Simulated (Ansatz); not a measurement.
A relaxed 1×1 slab of 4 planes, cut along (0001) from a hcp crystal of one element, has a cell area of 11.52 Å² and a bulk spacing of 2.919 Å between its first planes. All-electron LAPW in Ansatz 0.2.0 (PBE, scalar-relativistic, ferromagnetic start) gives γ = 0.85 J/m², Φ = 3.45 eV and a change of the outer spacing of -5.0 %, with 7.36 μB on the outer atom. The hcp structure needn't be the element's own.

Problem. Which element is it?

Solution. Gd. Other candidates weren't computed, and some may come near.
